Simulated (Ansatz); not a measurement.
# Relaxing a structure of TiAl

The start is a randomly generated symmetric cell of TiAl (space group No. 183). The structure is fully relaxed (lattice and positions, P = 0) with PBE (plane waves to 420 eV, PAW, scalar-relativistic; Ansatz, a quantum-chemistry and plane-wave program). The first steps use a coarse 8×8×5 k-mesh.

Starting cell:
```
TiAl
1.0
    4.68693     0.00000     0.00000
   -2.34346     4.05900     0.00000
    0.00000     0.00000     7.69866
Al Ti
4 4
Direct
  0.50000   0.00000   0.69791
  0.00000   0.50000   0.69791
  0.50000   0.50000   0.69791
  0.00000   0.00000   0.53534
  0.50000   0.00000   0.39246
  0.00000   0.50000   0.39246
  0.50000   0.50000   0.39246
  0.00000   0.00000   0.05346
```

Problem. How much energy is released per atom?

Solution. About 1.2 eV/atom.

Problem. How does the volume per atom move from start to end?

Solution. -6.4 %, from 18.31 to 17.14 Å³/atom.

Problem. What band gap does the relaxed structure have at this level?

Solution. No gap (metallic).

Problem. Write out the relaxed structure.

Solution. 
Space group P6mm (No. 183); a = b = 5.3973 Å, c = 5.4356 Å, α = β = 90.00°, γ = 120.00°

```tsv
atom	site	symmetry	x	y	z
Al	3c	2mm	0.5000	0.5000	0.1910
Al	1a	6mm	0.0000	0.0000	0.4852
Ti	3c	2mm	0.5000	0.5000	0.7034
Ti	1a	6mm	0.0000	0.0000	0.9717
```

The space group stays P6mm (No. 183) (the run could not lower it), with 8 atoms in the primitive cell. Final values are on a 10×10×9 k-mesh of the relaxed cell. The start holds a very short contact (Al–Al 2.34 Å). No spin polarisation in the result.

The run could not lose the symmetry of its start, so the end can be a saddle point.

The relaxed structure here is a generated cell of TiAl: the first start was made by a random draw of sites in a space group, and the end was not matched to a known phase here, so it may be hypothetical. Known forms of TiAl include space group No. 123.
